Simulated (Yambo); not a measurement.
Material: AlN (wurtzite, space group P6_3mc, No. 186) under biaxial strain of +1 % along x and y, z relaxed; a = b = 3.1443 Å, c = 4.9525 Å, α = β = 90.00°, γ = 120.00° (4 atoms in the cell). The PBEsol cell relaxed from Materials Project entry mp-661 was given a biaxial strain of +1 % along x and y, z relaxed, and the atoms were relaxed again.

With PBEsol (Quantum ESPRESSO, PseudoDojo norm-conserving, 84 Ry, scalar-relativistic), the gap between the mesh's edge points (Γ → Γ) is 3.898 eV.

By how much does one-shot G0W0 (Yambo; 6×6×4 Γ-centred k mesh, 78 bands and a 8 Ry block in the screening, 78 bands in G with the Bruneval-Gonze terminator, plasmon pole fitted at 27.2 eV) open this gap, and what gap results?

The correction is 1.454 eV, giving 5.352 eV, 1.4 times the PBEsol value.  Convergence of the G0W0 settings was not tested.
